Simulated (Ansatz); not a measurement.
A 12-atom cell of Ba₃CaF₈ built on the fluorite structure (relaxed group Cmmm) was relaxed with 3 functionals in the plane-wave code Ansatz, cell and atoms free, the symmetry of the start kept (meshes: PBE 4×4×6, r2SCAN 4×4×6, PBEsol 4×4×6). Spin-unpolarised throughout. Whether this structure exists isn't addressed.

The r2SCAN result:
Space group Cmmm (No. 65). a = 8.456 Å, b = 12.076 Å, c = 4.269 Å, α = 90.00°, β = 90.00°, γ = 90.00°
```csv
atom,site,symmetry,x,y,z
Ca,2a,mmm,0.0000,0.0000,0.0000
F,4j,m2m,0.5000,0.1249,0.5000
F,4j,m2m,0.5000,0.3873,0.5000
Ba,4f,..2/m,0.2500,0.7500,0.5000
F,8p,..m,0.7697,0.8819,0.0000
Ba,2b,mmm,0.5000,0.0000,0.0000
```

The symmetry is Cmmm (No. 65, orthorhombic); conventional cell a = 8.456 Å, b = 12.076 Å, c = 4.269 Å, 18.16 Å³ an atom. Ca has 8 F at 2.41–2.53 Å; F has 4 Ba at 2.60–2.61 Å; F has 2 Ca at 2.53 Å and 2 Ba at 2.69 Å; Ba has 8 F at 2.60–2.69 Å; F has 1 Ca at 2.41 Å and 3 Ba at 2.67–2.69 Å; Ba has 8 F at 2.61–2.69 Å.

(1) Order the functionals by the relaxed volume, smallest first.
A. r2SCAN
B. PBEsol
C. PBE

(2) How does the cell change with PBEsol?

(3) How does the cell change with PBE?

(4) Held at the r2SCAN cell, what mean stress does PBE find, and does its sign point to its own minimum?

Results:

(1) B (17.76 Å³/atom), A (18.16 Å³/atom), C (18.68 Å³/atom).

(2) a = 8.394 Å, b = 11.980 Å, c = 4.238 Å; the volume differs by -2.2 % from r2SCAN's. Around Ca lie 8 F at 2.40–2.52 Å; around F lie 4 Ba at 2.58–2.59 Å; around F lie 2 Ca at 2.52 Å and 2 Ba at 2.66 Å (further sites aren't listed).

(3) a = 8.537 Å, b = 12.177 Å, c = 4.314 Å; the volume differs by +2.9 % from r2SCAN's. Ca has 8 F at 2.45–2.56 Å; F has 4 Ba at 2.62–2.64 Å; F has 2 Ca at 2.56 Å and 2 Ba at 2.70 Å (further sites aren't listed).

(4) Yes. PBE +1.75 GPa, and its relaxed volume is +2.9 % from r2SCAN's. Compression counts positive, so a positive stress asks for a larger cell.
